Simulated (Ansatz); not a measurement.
ZnWO4:
```cif
data_O8W2Zn2
_chemical_formula_sum 'Zn2 W2 O8'
_space_group_name_H-M_alt 'P2/c'
_space_group_IT_number 13
_space_group_name_Hall '-P 2yc'
_cell_length_a 4.66447
_cell_length_b 5.71521
_cell_length_c 4.90823
_cell_angle_alpha 90.000
_cell_angle_beta 90.587
_cell_angle_gamma 90.000
loop_
_atom_site_label
_atom_site_type_symbol
_atom_site_symmetry_multiplicity
_atom_site_Wyckoff_symbol
_atom_site_fract_x
_atom_site_fract_y
_atom_site_fract_z
_atom_site_occupancy
Zn1 Zn 2 f 0.50000 0.32211 0.25000 1
W1 W 2 e 0.00000 0.18135 0.75000 1
O1 O 4 g 0.21700 0.10572 0.43486 1
O2 O 4 g 0.25741 0.62389 0.40299 1
```

Relaxed at zero pressure with DFT-PBEsol in the program Ansatz with PAW potentials.

### Question
The volume is lowered by 6 % and shape and atoms relax at that volume. What pressure results, and how do the axes share the change?

### Answer
11.4 GPa; a -2.2 %, b -2.4 %, c -1.6 %; the energy rises by 22 meV/atom.

### Question
Give the new structure.

### Answer

Space group P2/c (No. 13); a = 4.5638 Å, b = 5.5801 Å, c = 4.8295 Å, α = 90.00°, β = 90.12°, γ = 90.00°

```csv
atom,site,symmetry,x,y,z
Zn,2f,2,0.5000,0.3236,0.2500
W,2e,2,0.0000,0.1841,0.7500
O,4g,1,0.2233,0.1031,0.4335
O,4g,1,0.2579,0.6164,0.4060
```

The phase is kept; no other phase was compared at this pressure.

The workflow started from a Materials Project entry (that database holds measured and hypothetical structures alike); the Crystallography Open Database files this formula in space group No. 13, but the cells were not matched. Whether it is the stable phase at ambient conditions was not checked. The cell was relaxed with PBEsol under the symmetry of its start; whether a distortion lowers the energy is not shown. The run is not spin-polarised. No Hubbard U is applied. Scalar-relativistic: spin–orbit coupling is off unless named, which matters more the heavier the elements.

Potentials: the later of the program's two PAW sets.
